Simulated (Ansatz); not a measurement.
### Question
AlP (CsCl type, Pm-3m) is relaxed with plane-wave PAW PBE (Ansatz code). What lattice parameters of the conventional cell result?

### Answer
a = 3.119 Å.

### Question
Is it a metal or does it have a gap at this level?

### Answer
No gap at this level.

The start of the workflow was typed in or built on a structure type; neither database checked (COD, Materials Project) lists it. It is not the phase usual at ambient conditions (space group No. 216). Symmetry was held in the PBE relaxation; its stability against distortions is not shown here. The volume moved by 20 % from the start of the relaxation.

Potentials: the later of the program's two PAW sets.
